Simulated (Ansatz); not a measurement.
Input and command of a plane-wave DFT calculation in Ansatz:

```yaml
crystal:
  lattice:
    - [0.0, 2.87509105, 2.87509105]
    - [2.87509105, 0.0, 2.87509105]
    - [2.87509105, 2.87509105, 0.0]
  atoms:
    - { symbol: Ga, position: [0.0, 0.0, 0.0] }
    - { symbol: As, position: [0.75, 0.75, 0.75] }
basis:
  ecutwfc: 420
kpoints:
  mp_grid: { grid: [12, 12, 12] }
hamiltonian:
  xc: lda
scf:
  occupations: { method: gaussian, width: 0.1 }
output:
  forces: true
  stress: true
  eigenvalues: true
  write_density: true
  write_potential: true
  elf: true
  volumetric_format: npy
relax:
  adjacent_minimum: "off"
  f_tol: 0.005
  max_steps: 80
  cell: { stress_tol: 0.05 }
```

```bash
ansatz run input.yaml --threads 4 --pin off --max-ram 8192MiB --backend cpu --events-out ev --progress --plain --runs-dir out
```

Processor: Intel(R) Xeon(R) Processor @ 2.70GHz, 4 threads, on a host shared with other jobs.

Estimate time, memory and problem size.

About 15 s on 4 threads of Intel(R) Xeon(R) Processor @ 2.70GHz (shared host), peak memory 0.46 GiB. It solves 18 bands at 72 k points (the mesh reduced by the symmetry that the task leaves, which can be less than the crystal's) with about 869 plane waves (on the last cell), in 25 SCF iterations over 5 ionic steps.
